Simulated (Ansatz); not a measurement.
PbS:
```yaml
crystal:
  lattice:
    - [-2.09817, 2.09817, 2.96520]
    - [2.09817, -2.09817, 2.96520]
    - [2.09817, 2.09817, -2.96520]
  atoms:
    - { symbol: Pb, position: [0.00000, 0.00000, 0.00000] }
    - { symbol: S, position: [0.50000, 0.50000, 0.00000] }
```

PBE+D3(BJ) (plane waves, PAW; program Ansatz) gives a gap of 0.36 eV without spin–orbit coupling, maximum at N, minimum at N.

Q: What happens when spin–orbit coupling is switched on?

A: The gap drops by 0.28 eV, to 0.08 eV; maximum at N, minimum at N.

Q: Give the Z2 indices of the occupied bands with spin–orbit coupling.

A: 0;(000).

Space group Fm-3m (rock salt). The PBE+D3(BJ) relaxation kept the symmetry of its start; of distortions, only those at the zone centre were tested.

Potentials: the later of the program's two PAW sets.
